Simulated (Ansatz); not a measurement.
## Calculation log, Ag (Fm-3m) (elastic constants by finite strains)

Level of theory: PBEsol, all-electron LAPW in Ansatz 0.2.0, scalar-relativistic.

Cell and atoms were relaxed beforehand by PAW with this functional.

Launched as:

```sh
ansatz run input.yaml --threads 1 --pin off --max-ram 2560MiB --backend cpu --events-out ev --progress --plain --runs-dir out
```

Input file:

```yaml
crystal:
  lattice:
    - [0.0, 2.0269122655, 2.0269122655]
    - [2.0269122655, 0.0, 2.0269122655]
    - [2.0269122655, 2.0269122655, 0.0]
  atoms:
    - { symbol: Ag, position: [0.0, 0.0, 0.0] }
kpoints:
  mp_grid: { grid: [24, 24, 24] }
scf:
  occupations: { method: fermi_dirac, width: 0.1 }
hamiltonian:
  xc: pbesol
  pseudopotentials: { kind: all_electron, lapw: { basis_error: 0.001 } }
elastic:
  mode: relaxed_ion
  stencil: four_point
  amplitude: 0.008
```

Output:

```
Warning: RAYON_NUM_THREADS=1 ignored (pool sized by the plan → 1); use --threads N
LAPW: plane waves up to 8.299 Å⁻¹, error target 1.0e-3 eV per atom; small_component_spin mean_spin; Ag in spheres of 1.390 Å, 19 of its electrons in bands, Dirac shells [] (how accurate: ...
Engine: ansatz 0.2.0, aarch64-unknown-linux-gnu
Pseudopotentials: kind: all_electron
Pseudopotential: Ag, LAPW, valence charge 19, lapw/all_electron/scalar/gaussian/Ag, Koelling and Harmon's equation, gaussian nucleus
Functional definition: PBEsol
  exchange = pbesol_x
  correlation = pbesol_c
Crystal: 1 atoms, lattice volume = 16.655 Å³
Basis set: ecut = 262.43161006422883 eV, 169 PW (Γ), exchange–correlation at level 2
Bands: 14, of which v1, the nominal top of the filled ones, is band 10 counted from 1 (9 counted from 0)
Symmetry: 48 space group operations
Space group: Fm-3m (ITA 225), of the structure as read, at distance tolerance 2.6e-5 Å
k-points: 413 of 13824
Non-local potential: Ag, projectors of the file, none
Initial density: superposition of atomic densities (chi_scale 0.1, normalization cell)
Initial wavefunctions: plane waves of lowest kinetic energy (no species holds an atomic orbital)
Functional: x = pbesol(κ = 0.804, μ = 0.12345679012345678), c = pbesol(β = 0.046)
iter 1 solved again at ethr=3.86e-4 eV; its pass at ethr=1.00e-1 eV (dr2=7.34e-2 eV) is discarded
SCF iter   1: F=—  HF=-144588.311065 eV  |F-HF|=—  |Δ(HF+E_count)|=         —  Δρ=2.66e-2  dr2=7.38e-2  ethr=3.86e-4  ⟨swp⟩=2.9  Hψ=41888  notcnv=0
preconditioner: auto → none  [metal: Δε(μ)=0.027 eV  Ē_g=15.815 eV  σ=0.100 eV  W_gap=0.07  n_scr=8 (ndim 8)  ℏωp=30.2 eV  f_vac=0.000  D(μ)=0.25/eV (n_scr^D=0)  sad-step TF]
iter 2 solved again at ethr=1.64e-5 eV; its pass at ethr=3.86e-4 eV (dr2=3.11e-3 eV) is discarded
SCF iter   2: F=—  HF=-144588.072170 eV  |F-HF|=—  |Δ(HF+E_count)|=   2.39e-1  Δρ=4.31e-3  dr2=3.12e-3  ethr=1.64e-5  ⟨swp⟩=2.0  Hψ=28927  notcnv=0
[... 136 lines left out ...]
  C = ∂σ_k/∂η_j (tension-positive GPa; Voigt order 11 22 33 23 13 12):
       147.374    104.657    104.657     -0.000      0.000     -0.000
       104.657    147.374    104.657      0.000     -0.000     -0.000
       104.657    104.657    147.374     -0.000      0.000     -0.000
        -0.000      0.000      0.000     59.424      0.000     -0.000
        -0.000      0.000     -0.000      0.000     59.424      0.000
        -0.000      0.000     -0.000     -0.000     -0.000     59.424
  reference stress σ⁰ (GPa):      0.022      0.022      0.022     -0.000     -0.000      0.000
  no Pulay correction (none for the plane-wave cutoff is built on LAPW): the batch's stresses and constants are at fixed plane waves
  C* (energy form; C + prestress term) asymmetry max|C*_kj − C*_jk| = 9.948e-14 GPa — a small one proves nothing (zero by symmetry where the batch's group is 432, −43m or m−3m); a large one is finite-difference/SCF noise where ...
  moduli (Voigt/Reuss/Hill, GPa): K = 118.90/118.90/118.90   G = 44.20/34.69/39.45   E = 106.55   ν = 0.351
  mechanically stable: yes (min eigenvalue of sym C = 42.72 GPa)
  where every solve meets its electron count the energy-path curvature estimates C_jj along a normal strain and C_jj − ¼(σ⁰_aa + σ⁰_bb) along a shear (ab), closely only under elastic.basis: deformed
  strain η (Voigt 11):  stress-route row diagonal C_11 = 147.37 GPa, energy-path curvature d²(F+E_count)/dδ²/Ω₀ = 147.38 GPa
    cells at ±δ against ±2δ: C21 104.74 and 104.98 GPa, apart by 0.17 % of the column's largest entry
         δ    σ_11 (GPa)             F (eV)   n_scf  n_hpsi   n_pw
    -1.600e-2      -2.4524     -144588.0142629       7  426130    170   relax 0 steps, max|allowed force component| 0.00e0 eV/Å
    -8.000e-3      -1.1863     -144588.0157719       6  391905    170   relax 0 steps, max|allowed force component| 0.00e0 eV/Å
     8.000e-3       1.1718     -144588.0157522       6  386497    170   relax 0 steps, max|allowed force component| 0.00e0 eV/Å
     1.600e-2       2.2647     -144588.0143195       7  423391    170   relax 0 steps, max|allowed force component| 0.00e0 eV/Å
  strain η (Voigt 23):  stress-route row diagonal C_44 = 59.42 GPa, energy-path curvature d²(F+E_count)/dδ²/Ω₀ = 59.41 GPa
    cells at ±δ against ±2δ: C44 59.32 and 59.02 GPa, apart by 0.51 % of the column's largest entry
         δ    σ_23 (GPa)             F (eV)   n_scf  n_hpsi   n_pw
    -1.600e-2      -0.9443     -144588.0154643       7  779644    170   relax 0 steps, max|allowed force component| 0.00e0 eV/Å
    -8.000e-3      -0.4746     -144588.0160548       7  785654    170   relax 0 steps, max|allowed force component| 0.00e0 eV/Å
     8.000e-3       0.4746     -144588.0160548       7  785174    170   relax 0 steps, max|allowed force component| 0.00e0 eV/Å
     1.600e-2       0.9443     -144588.0154643       7  779125    170   relax 0 steps, max|allowed force component| 0.00e0 eV/Å
```

The calculation finished and met its thresholds.

### Strained cells

Elastic constants of a crystal by Kohn-Sham DFT: slopes of the stress over finite engineering strains of the given cell, Voigt indices, Cartesian axes as in the input; stress of each strained cell less that at rest, tension positive.

```csv
strain component,strain,stress xx (GPa),stress yy (GPa),stress zz (GPa),stress yz (GPa),stress xz (GPa),stress xy (GPa),relaxation steps
xx,-0.016,-2.474,-1.79,-1.79,0,0,0,0
xx,-0.008,-1.208,-0.8657,-0.8657,0,0,0,0
xx,0.008,1.15,0.8101,0.8101,0,0,0,0
xx,0.016,2.243,1.569,1.569,0,0,0,0
yz,-0.016,0.0033,-0.0575,-0.0575,-0.9443,0,0,0
yz,-0.008,0.0007,-0.0143,-0.0143,-0.4746,0,0,0
yz,0.008,0.0007,-0.0143,-0.0143,0.4746,0,0,0
yz,0.016,0.0033,-0.0575,-0.0575,0.9443,0,0,0
```

**Elastic moduli**

Hill averages of a grain aggregate, Debye temperature from the mean sound speed over directions.

| Quantity | Value |
| --- | --- |
| Bulk modulus | 118.9 GPa |
| Shear modulus | 39.45 GPa |
| Young modulus | 106.6 GPa |
| Poisson ratio | 0.3506 |
| Bulk over shear modulus | 3.014 |
| Elastic anisotropy index | 1.37 |
| Least young modulus | 60.46 GPa |
| Largest young modulus | 152.8 GPa |
| Longitudinal sound speed | 3993 m/s |
| Transverse sound speed | 1915 m/s |
| Elastic debye temperature | 247.3 K |
| Linear compressibility (x, y, z) | 2.804, 2.804, 2.804 1/TPa |
| Zener ratio | 2.782 |
| Cauchy pressure | 45.23 GPa |

Elastic constants:

* Pressure at rest: -0.022 GPa
* Least elastic eigenvalue: 42.72 GPa
* Elastically stable: yes

```tsv
index	elastic (GPa)
11	147.4
12	104.7
44	59.42
```

Limits of these numbers: responses of metals move with mesh and smearing.

Cost: 11 min on 1 thread of Arm Neoverse V2 (shared host), peak memory 1.7 GiB.
